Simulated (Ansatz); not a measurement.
Input file for Ansatz (a first-principles code):

Ansatz 0.2 input:
```yaml
crystal:
  lattice:
    - [2.8824747083, -3.3356566161, 0.0]
    - [2.8824747083, 3.3356566161, 0.0]
    - [0.0, 0.0, 2.7801841595]
  atoms:
    - { symbol: Ir, position: [0.7844930309, 0.2155069691, 0.5] }
    - { symbol: Ir, position: [0.2155069691, 0.7844930309, 0.5] }
    - { symbol: V, position: [0.2961602295, 0.2961602295, 0.0] }
    - { symbol: V, position: [0.7038397705, 0.7038397705, 0.0] }
kpoints:
  mp_grid: { grid: [10, 10, 15] }
basis: { xc_grid: 2, fft_grid_basis: typed }
hamiltonian:
  xc: pbesol
  pseudopotentials: { kind: paw }
scf:
  occupations: { method: gaussian, width: 0.1 }
checkpoint: { read: metal.run }
output: { write_density: true, elf: true, volumetric_format: npy }
```

Output (shortened):

```
Pseudopotential: Ir, paw, valence charge 17
Pseudopotential: V, paw, valence charge 13
Functional definition: PBEsol
Crystal: 4 atoms, lattice volume = 53.463 Å³
Basis set: ecut = 420 eV, 1051 PW (Γ), exchange–correlation on 60×60×40 points (8 copies of the dense FFT grid, shifted against one another)
Bands: 36, of which v1, the nominal top of the filled ones, is band 30 counted from 1 (29 counted from 0)
Symmetry: 8 space group operations
Space group: Cmmm (ITA 65), of the structure as read, at distance tolerance 3.8e-5 Å
k-points: 248 of 1500
Stability of the state it starts from, as read at its close in the unpolarized treatment …
iter 1 solved again at ethr=3.45e-8 eV; its pass at ethr=3.10e-3 eV (dr2=2.07e-5 eV) is discarded
SCF iter   1: F=—  HF=-29370.764407 eV  |F-HF|=—  |Δ(HF+E_count)|=         —  Δρ=3.29e-7  dr2=2.31e-11  ethr=3.45e-8  ⟨swp⟩=3.0  Hψ=50454  notcnv=0
preconditioner: auto → Kerker (q_TF=auto, 2.781 Å⁻¹)
SCF iter   2: F=-29370.764407 eV  HF=-29370.764407 eV  |F-HF|=1.46e-11  |Δ(HF+E_count)|=   2.85e-8  Δρ=2.09e-7  dr2=1.26e-11  ethr=1.00e-12  ⟨swp⟩=5.3  Hψ=28610  notcnv=0
SCF 1 converged in 2 iterations: F = -29370.764407 eV  dr2 = 1.26e-11
SCF converged after 2 iterations
Free energy (F): -29370.764407 eV
Harris-Foulkes:  -29370.764407 eV  (|F-HF|=1.46e-11)
Internal energy: -29370.750318 eV  (E = F + TS)
E sigma→0 (E₀):  -29370.757362 eV
Entropy (-TS):   -0.014089 eV (-3.522 meV/atom)
Fermi energy:    21.993101 eV
--- Per-component energies (eV) ---
  E_band       = -447.226600
  E_kinetic    = 1921.000862
  E_local      = -3869.539765  (includes V_loc(G=0)·N_el)
  E_nonlocal   = 61.988564
  E_hartree    = 1616.894268
  E_xc         = -794.150882
  E_vxc        = -932.037439  (∫ρ·V_xc dr)
  E_paw        = -20349.416743  (= ΣΔE_a)
  E_vpaw       = -862.428189  (= ΣTr[D̂ρ^β])
  E_aug_tail   = 0.000607  (compensation charges beyond the density's cutoff)
  E_ewald      = -7958.357156
  E_core_change = 0.829928  (= ΣΔE_core)
  E_smearing   = -0.014089  (= −TS)
  E_closure    =  0.000000  (closes the sum)
  Σ components = -29370.764407   (vs F -29370.764407, Δ=0.00e0)
  [band-id]    e_kinetic+e_local+e_nonlocal+2·e_hartree+e_vxc+e_vpaw+e_augmentation_tail = -447.226823   (vs E_band -447.226600, Δ=-2.24e-4)
--- Band table (eV; the first three rows and the last of 248) ---
  k-point 0: bands = ["-70.4222", "-70.4092", "-42.0609", "-41.9342", "-27.3746", "-27.3325", "-27.2238", "-27.1866", "-27.1382", "-27.1100", "-16.1777", "-16.0800", "-16.0301", "-15.8691", "-15.7915", "-15.4663", "12.6786", "15.6627", "15.8825", "16.0965", …
  k-point 1: bands = ["-70.4215", "-70.4085", "-42.0592", "-41.9325", "-27.3727", "-27.3307", "-27.2222", "-27.1852", "-27.1526", "-27.1243", "-16.1770", "-16.0794", "-16.0296", "-15.8853", "-15.8062", "-15.4654", "12.7996", "15.8181", "15.9805", "16.1571", …
  k-point 2: bands = ["-70.4196", "-70.4066", "-42.0545", "-41.9277", "-27.3674", "-27.3255", "-27.2175", "-27.1931", "-27.1812", "-27.1648", "-16.1747", "-16.0776", "-16.0285", "-15.9307", "-15.8477", "-15.4630", "13.1500", "16.2460", "16.2687", "16.3281", …
  k-point 247: bands = ["-70.4014", "-70.3985", "-42.0176", "-41.8988", "-27.4612", "-27.4507", "-27.3490", "-27.3122", "-27.1717", "-27.1426", "-16.1974", "-16.1412", "-16.1045", "-16.0875", "-15.9686", "-15.4429", "15.6934", "15.8727", "15.9308", "16.0690", …
```

Cost: around 16 core-seconds (rough) on shared cores.

The workflow started from an entry of the Crystallography Open Database (COD), which files this formula under 2 space groups. Its standing as an ambient phase is unchecked. The cell was relaxed with PBEsol under the symmetry of its start; whether a distortion lowers the energy is not shown. No spin polarisation was allowed. Spin–orbit coupling is left out wherever it is not named.

Potentials: the later of the program's two PAW sets.

Ansatz is a plane-wave DFT program.
